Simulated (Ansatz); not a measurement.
KTaO₃ (cubic perovskite)

```xyz
5
Lattice="3.9893 0.0000 0.0000 0.0000 3.9893 0.0000 0.0000 0.0000 3.9893" Properties=species:S:1:pos:R:3 pbc="T T T"
K      0.0000     0.0000     0.0000
Ta     1.9946     1.9946     1.9946
O      0.0000     1.9946     1.9946
O      1.9946     1.9946     0.0000
O      1.9946     0.0000     1.9946
```

The slice is a {110} plane (indices of the conventional cell) through the point (0.500, 0.500, 0.000) (fractional), spanned by u = [100] and v = [011] in vectors of this cell: u (3.99 Å) and v (5.64 Å, at 90° to u). It covers one period; positions are fractions (u, v).

The numbers are results of r2SCAN (plane waves to 500 eV, PAW, scalar-relativistic; Ansatz, a program for electronic structure), not measurements. k mesh 8×8×8. These are valence fields of a PAW run, semicore shells included where kept as valence: close to a nucleus they are smooth pseudo fields. KTaO3 is run without spin polarisation. KTaO3 was relaxed with its symmetry unable to fall. Spin-orbit coupling is left out, though Ta is heavy. The PAW data are Ansatz's earlier set.

Q: Sketch the electrostatic potential energy of an electron, from the cell's mean on this plane as a map.

A: 
```
|xxx799888997xx|
|xx17888788871x|
|01467766677641|
|01345655565431|
|00235555555320|
|01345655565431|
|01467766677641|
|xx17888788871x|
|xxx799888997xx|
|xxx799989997xx|
|xxx799888997xx|
|xx17888788871x|
|01467766677641|
|01345655565431|
|00235555555320|
|01345655565431|
|01467766677641|
|xx17888788871x|
|xxx799888997xx|
|xxx799989997xx|
```
Scale: ten equal steps from 4.49 (start of '0') to 9.42 (end of '9'), in the order '0123456789'. Values: electrostatic potential energy of an electron, from the cell's mean, in eV. The map has 14 points along u (one character each, u = 0 at the left) and 20 along v (v = 0 in the bottom row). Points within 0.8 Å of a nucleus are blanked (x), as the pseudised field means little there. The zero, the cell's mean, hangs on the PAW cores.
